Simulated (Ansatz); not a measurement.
Input:

RuBr₃:
```
CELL_PARAMETERS angstrom
      6.23417     0.00000     0.00000
     -3.11708     5.39895     0.00000
      0.00000     0.00000     5.73571
ATOMIC_POSITIONS crystal
  Ru 0.00000 0.00000 0.00000
  Ru 0.00000 0.00000 0.50000
  Br 0.32033 0.32033 0.25000
  Br 0.00000 0.32033 0.75000
  Br 0.67967 0.00000 0.25000
  Br 0.67967 0.67967 0.75000
  Br 0.00000 0.67967 0.25000
  Br 0.32033 0.00000 0.75000
```

This is the LDA-relaxed structure.

Question: All from LDA (plane waves, PAW; program Ansatz), unless another level is named. Predict the electronic character.

Answer: metallic (no gap).

Question: Give the density of states at the Fermi level.

Answer: 0.90 states/eV per atom (mean over ±0.08 eV).

Question: Predict the formation energy from the elements (no fitted shifts).

Answer: -0.30 eV/atom.

Question: Next, the gap with spin–orbit coupling?

Answer: none (metallic).

Space group P6_3/mcm. The workflow started from an entry of the Crystallography Open Database (COD, 293 K), which files this formula under 2 space groups. Whether it is the stable phase at ambient conditions was not checked. The LDA relaxation kept the symmetry of its start; its stability against distortions is not shown here. The run is not spin-polarised. A crystal of weakly bound chains computed without a dispersion correction: the cell and the soft elastic constants depend strongly on that. The references are the lowest solids computed at this level, not always the standard phases. Scalar-relativistic: spin–orbit coupling is off unless named, which matters more the heavier the elements.

Potentials: the later of the program's two PAW sets.
